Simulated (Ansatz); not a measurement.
What does Ansatz print for the nuclei with this input?

The cell is a structure deposited in the COD, ions relaxed with PBE at fixed cell.

```yaml
crystal:
  lattice:
    - [0.0, 5.21025, 5.21025]
    - [5.21025, 0.0, 5.21025]
    - [5.21025, 5.21025, 0.0]
  atoms:
    - { symbol: Ca, position: [0.125, 0.125, 0.125] }
    - { symbol: Ca, position: [0.625, 0.125, 0.125] }
    - { symbol: Ca, position: [0.125, 0.125, 0.625] }
    - { symbol: Ca, position: [0.125, 0.625, 0.125] }
    - { symbol: Nb, position: [0.625, 0.625, 0.625] }
    - { symbol: Nb, position: [0.125, 0.625, 0.625] }
    - { symbol: Nb, position: [0.625, 0.625, 0.125] }
    - { symbol: Nb, position: [0.625, 0.125, 0.625] }
    - { symbol: O, position: [0.7057383467, 0.2942616533, 0.2942616533] }
    - { symbol: O, position: [0.5442616533, 0.9557383467, 0.5442616533] }
    - { symbol: O, position: [0.2942616533, 0.7057383467, 0.7057383467] }
    - { symbol: O, position: [0.9557383467, 0.5442616533, 0.9557383467] }
    - { symbol: O, position: [0.2942616533, 0.7057383467, 0.2942616533] }
    - { symbol: O, position: [0.5442616533, 0.5442616533, 0.9557383467] }
    - { symbol: O, position: [0.7057383467, 0.2942616533, 0.7057383467] }
    - { symbol: O, position: [0.9557383467, 0.9557383467, 0.5442616533] }
    - { symbol: O, position: [0.5442616533, 0.9557383467, 0.9557383467] }
    - { symbol: O, position: [0.2942616533, 0.2942616533, 0.7057383467] }
    - { symbol: O, position: [0.9557383467, 0.5442616533, 0.5442616533] }
    - { symbol: O, position: [0.7057383467, 0.7057383467, 0.2942616533] }
    - { symbol: F, position: [0.0, 0.0, 0.0] }
    - { symbol: F, position: [0.25, 0.25, 0.25] }
kpoints:
  mp_grid: { grid: [6, 6, 6] }
scf:
  occupations: { method: fermi_dirac, width: 0.05 }
hamiltonian:
  xc: r2scan
  pseudopotentials: { kind: paw }
output:
  forces: true
  stress: true
  populations: true
  efg:
    quadrupole_moments_barn: { Ca: -0.0408, Nb: -0.32, O: -0.02558 }
    contact_densities: true
```

```sh
ansatz run input.yaml --threads 2 --pin off --max-ram 5120MiB --backend cpu --events-out ev --progress --plain --runs-dir out
```

Of the output, the block on the nuclei alone is shown; the set-up, the SCF iterations, energies, forces and stress are cut. One atom of each set with nearly equal values is shown.

```
--- PAW observables at the nuclei: V_zz in 10²¹ V/m², potentials from the cell's mean, atoms counted from 1 ---
  atom   1  Ca V_zz =    -0.923143   η = 0.0000   by run symmetry: allowed   C_q = +0.9107 MHz
            electrostatic potential = -2216.306394 V   contact ρ = 41202.988336 e/Å³
  atom   5  Nb V_zz =    +8.287989   η = 0.0000   by run symmetry: allowed   C_q = -64.1289 MHz
            electrostatic potential = -6133.190950 V   contact ρ = 540536.697812 e/Å³
  atom   9  O  V_zz =    -0.664790   η = 0.2464   by run symmetry: allowed   C_q = +0.4112 MHz
            electrostatic potential = -625.091302 V   contact ρ = 2152.058989 e/Å³
  atom  21  F  V_zz =    +0.000000   η = 0.0000   by run symmetry: forbidden
            electrostatic potential = -740.032032 V   contact ρ = 3119.420815 e/Å³
```

Hardware: 2 threads of Intel Xeon Processor @ 2.50GHz (Skylake/Cascade Lake) (x86_64; 62 cores open to the job, memory cap 5.0 GiB, no GPU), a shared host with a load of 0.7 a core. Wall time 1.7 min, CPU time 3.2 min, peak memory 1.6 GiB.

With no gap above 0.1 eV, as in a metal, the gradients converge slowly in k; expect changes of a tenth or more on a denser mesh. Without spin–orbit coupling (the program notes it for Nb) the gradients can shift somewhat, as the gap is small. Semilocal functionals can leave a metal where correlation in the d or f shell opens a gap in the real compound, and that would change the values at and beside Nb. The database positions were far from equilibrium, so the relaxed structure may not be the compound's real one.
